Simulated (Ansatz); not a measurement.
Method: Ansatz, DFT PBE, scalar-relativistic, plane waves, PAW. All cells share a 420 eV cutoff and Γ-centred k meshes spaced at most about 0.3 Å⁻¹ (about 0.25 or finer for metals, 2π included). No spin polarisation in the final relaxations.

Temperature and zero-point effects are left out.

Two relaxed structures of Sn₂TeS:

A.

Space group R-3m:H (No. 166). a = 4.340 Å, b = 4.340 Å, c = 21.125 Å, α = 90.00°, β = 90.00°, γ = 120.00°
```csv
atom,site,symmetry,x,y,z
Sn,6c,3m,0.0000,0.0000,0.7411
Te,3b,-3m,0.6667,0.3333,0.8333
S,3a,-3m,0.0000,0.0000,0.0000
```

B.

Space group I4mm (No. 107). a = 5.231 Å, b = 5.231 Å, c = 9.023 Å, α = 90.00°, β = 90.00°, γ = 90.00°
| atom | site | symmetry | x | y | z |
| --- | --- | --- | --- | --- | --- |
| Sn | 4b | 2mm. | 0.5000 | 0.0000 | 0.4645 |
| Te | 2a | 4mm | 0.5000 | 0.5000 | 0.2864 |
| S | 2a | 4mm | 0.0000 | 0.0000 | 0.3446 |

Question: Which would you expect to be lower, and how large is the difference?

Answer: A is lower, by 192 meV/atom. A has Te and S ordered on rock salt sites, space group R-3m (No. 166), 28.7 Å³/atom and a gap of 0.09 eV on its mesh; B has Te and S ordered on caesium chloride sites, space group I4mm (No. 107), 30.9 Å³/atom and no gap. Counting S or Te atoms around Sn (for each partner element, those within 1.25 times its shortest distance or 1.15 times the sum of covalent radii, where it is the nearest in units of that sum or under 1.3), A has Sn 6 and B has Sn 4. In A, Sn has 3 S at 2.96 Å and 3 Te at 3.17 Å; Te is surrounded by 6 Sn at 3.17 Å; S has 6 Sn at 2.96 Å. In B, around Sn lie 2 S at 2.83 Å, 2 Te at 3.07 Å, 4 Sn at 3.70 Å and 2 Te at 3.91 Å; Te has 4 Sn at 3.07 Å, 4 S at 3.74 Å, 4 Sn at 3.91 Å and 1 S at 3.99 Å; S is surrounded by 4 Sn at 2.83 Å, 4 Te at 3.74 Å and 1 Te at 3.99 Å. Both come from invented guesses.

No dispersion correction is applied, so the spacing and binding between layers, chains or molecules are poorly described (I4mm), and this can change margins and order among such cells. These runs have no spin–orbit coupling, which can matter for Te. Kohn–Sham gaps at this level usually fall short of measured ones. The missing spin–orbit coupling can work the other way here. The zero gap of I4mm may come from the functional, which often closes small gaps. Cells relaxed within their symmetry can be saddle points.
